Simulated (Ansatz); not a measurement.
## Data sheet: Ge (DFT)

Ge:
```
Ge
1.0
   -5.31619     5.31619     5.31619
    5.31619    -5.31619     5.31619
    5.31619     5.31619    -5.31619
Ge
23
Direct
  0.00000   0.00000   0.00000
  0.27096   0.27096   0.27096
  0.00000   0.00000   0.72904
  0.00000   0.72904   0.00000
  0.72904   0.00000   0.00000
  0.50000   0.25000   0.75000
  0.50000   0.75000   0.25000
  0.75000   0.50000   0.25000
  0.25000   0.50000   0.75000
  0.25000   0.75000   0.50000
  0.75000   0.25000   0.50000
  0.44060   0.44060   0.16905
  0.27155   0.27155   0.83095
  0.72845   0.55940   0.00000
  0.55940   0.72845   0.00000
  0.16905   0.44060   0.44060
  0.83095   0.27155   0.27155
  0.00000   0.72845   0.55940
  0.00000   0.55940   0.72845
  0.44060   0.16905   0.44060
  0.27155   0.83095   0.27155
  0.55940   0.00000   0.72845
  0.72845   0.00000   0.55940
```

Space group I-43m (No. 217); conventional cell a = 10.632 Å, b = 10.632 Å, c = 10.632 Å, α = 90.00°, β = 90.00°, γ = 90.00°.

Method: PBE (plane waves, PAW; program Ansatz). Geometry: relaxed at this level of theory. Other levels are named where they apply.

### Cell and energy

Volume per atom: 26.13 Å³
Density: 4.62 g/cm³

### Electronic structure

* **Band gap**: 0.88 eV (indirect)
* **Valence-band maximum**: at N
* **Conduction-band minimum**: at H
* **Smallest direct gap on the standard path**: 1.01 eV
* **Electron effective mass**: 0.27 mₑ (isotropic)
* **Hole effective mass**: 0.13, 0.79, 3.3 mₑ (principal values)

### Mechanics

Bulk modulus (Birch–Murnaghan fit): 53.5 GPa
Pressure derivative B′: 4.9

The start of the workflow was typed in or built on a structure type; neither database checked (COD, Materials Project) lists it. It is not the phase usual at ambient conditions (space group No. 227). The PBE relaxation kept the symmetry of its start; its stability against distortions is not shown here. Scalar-relativistic: spin–orbit coupling is off unless named, which matters more the heavier the elements.

Potentials: the later of the program's two PAW sets.
